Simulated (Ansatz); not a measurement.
B2W:
```
CELL_PARAMETERS angstrom
      3.01116     0.00000     0.00000
     -1.50558     2.60774     0.00000
      0.00000     0.00000    13.95820
ATOMIC_POSITIONS crystal
  B  0.33333 0.66667 0.52327
  B  0.66667 0.33333 0.47673
  B  0.66667 0.33333 0.02327
  B  0.33333 0.66667 0.97673
  B  0.00000 0.00000 0.25000
  B  0.00000 0.00000 0.75000
  B  0.66667 0.33333 0.25000
  B  0.33333 0.66667 0.75000
  W  0.33333 0.66667 0.13550
  W  0.66667 0.33333 0.86450
  W  0.66667 0.33333 0.63550
  W  0.33333 0.66667 0.36450
```

Relaxed with r²SCAN.

### Question
Map the electron localisation function on the plane through (0.333, 0.667, 0.523) spanned by u = [0, 0, 1] and v = [1, -1, 0] in lattice vectors, from plane-wave PAW r²SCAN (Ansatz code).

### Answer
x is the fraction of u, y of v (the angle between them is 90°; rows are the nearest grid lines); atoms in the plane: B at (0.00, 0.00), B at (0.95, 0.33), B at (0.50, 0.33), B at (0.45, 0.00), B at (0.73, 0.67), B at (0.23, 0.67), B at (0.73, 0.33), B at (0.23, 0.00), W at (0.61, 0.00), W at (0.34, 0.33).
```
y \ x   0.000  0.100  0.175  0.275  0.375  0.450  0.550  0.625  0.725  0.825  0.900   1.00
------  -----  -----  -----  -----  -----  -----  -----  -----  -----  -----  -----  -----
1.00    0.001  0.395  0.570  0.542  0.605  0.001  0.351  0.089  0.171  0.178  0.422  0.001
0.923   0.125  0.374  0.626  0.630  0.560  0.132  0.258  0.635  0.268  0.661  0.303  0.125
0.846   0.425  0.386  0.638  0.663  0.478  0.433  0.176  0.488  0.510  0.465  0.169  0.425
0.769   0.177  0.400  0.641  0.655  0.390  0.184  0.193  0.222  0.382  0.227  0.195  0.177
0.692   0.036  0.422  0.606  0.581  0.352  0.039  0.181  0.451  0.001  0.459  0.201  0.036
0.615   0.054  0.369  0.610  0.597  0.319  0.057  0.208  0.436  0.046  0.443  0.227  0.054
0.538   0.260  0.205  0.451  0.484  0.179  0.259  0.415  0.373  0.748  0.375  0.418  0.260
0.462   0.575  0.679  0.188  0.191  0.500  0.568  0.650  0.322  0.744  0.327  0.642  0.575
0.385   0.674  0.408  0.320  0.249  0.705  0.684  0.714  0.310  0.046  0.320  0.722  0.674
0.308   0.671  0.165  0.372  0.287  0.677  0.688  0.707  0.313  0.001  0.323  0.721  0.671
0.231   0.765  0.716  0.220  0.199  0.637  0.756  0.694  0.172  0.393  0.180  0.670  0.765
0.154   0.803  0.268  0.376  0.413  0.237  0.796  0.365  0.481  0.530  0.464  0.325  0.803
0.0769  0.239  0.271  0.601  0.605  0.485  0.244  0.275  0.637  0.275  0.663  0.316  0.239
0.000   0.001  0.395  0.570  0.542  0.605  0.001  0.351  0.089  0.171  0.178  0.422  0.001
```

The density is the valence pseudo-density with augmentation charge, so density and ELF within about 1 Å of a nucleus are not all-electron values.

Space group P6_3/mmc. The workflow started from a Materials Project entry (that database holds measured and hypothetical structures alike); the Crystallography Open Database files this formula in space group No. 194, but the cells were not matched. Its standing as an ambient phase is unchecked. The cell was relaxed with r²SCAN under the symmetry of its start; its stability against distortions is not shown here. No spin polarisation was allowed. Spin–orbit coupling is left out wherever it is not named.

Potentials: the later of the program's two PAW sets.
